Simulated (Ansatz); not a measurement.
AgI:
```yaml
crystal:
  lattice:
    - [4.32688, 0.00000, 0.00000]
    - [-2.16344, 3.74719, 0.00000]
    - [0.00000, 0.00000, 14.38143]
  atoms:
    - { symbol: Ag, position: [0.00000, 0.00000, 0.32363] }
    - { symbol: Ag, position: [0.00000, 0.00000, 0.82363] }
    - { symbol: Ag, position: [0.66667, 0.33333, 0.42655] }
    - { symbol: Ag, position: [0.33333, 0.66667, 0.92655] }
    - { symbol: I, position: [0.00000, 0.00000, 0.01800] }
    - { symbol: I, position: [0.00000, 0.00000, 0.51800] }
    - { symbol: I, position: [0.66667, 0.33333, 0.23181] }
    - { symbol: I, position: [0.33333, 0.66667, 0.73181] }
```

This is the LDA-relaxed structure. Cartesian axes are those of the cell as given.

All from plane-wave PAW LDA (Ansatz code), unless another level is named. Give the hole effective mass, band 2 of 2 at the edge.

0.19 along x, 1.7 along z (mₑ).

Next, the electron effective mass?

0.15, 0.20, 0.20 mₑ (principal values).

Predict the weight of the conduction-edge state by species (Voronoi cells).

I 53 %, Ag 47 %.

Space group P6_3mc. The first step of the workflow began from a Materials Project structure, measured or hypothetical. Its sites differ from those of the usual phase in this space group: another stacking or structure type. Symmetry was held in the LDA relaxation; phonons on a q-mesh show no instability. The run is not spin-polarised. A crystal of weakly bound layers computed without a dispersion correction: the cell and the soft elastic constants depend strongly on that. Scalar-relativistic: spin–orbit coupling is off unless named, which matters more the heavier the elements.

Potentials: the earlier of the program's two PAW sets.

Edges and masses are those of Kohn–Sham bands, whose gap is no quasiparticle gap.
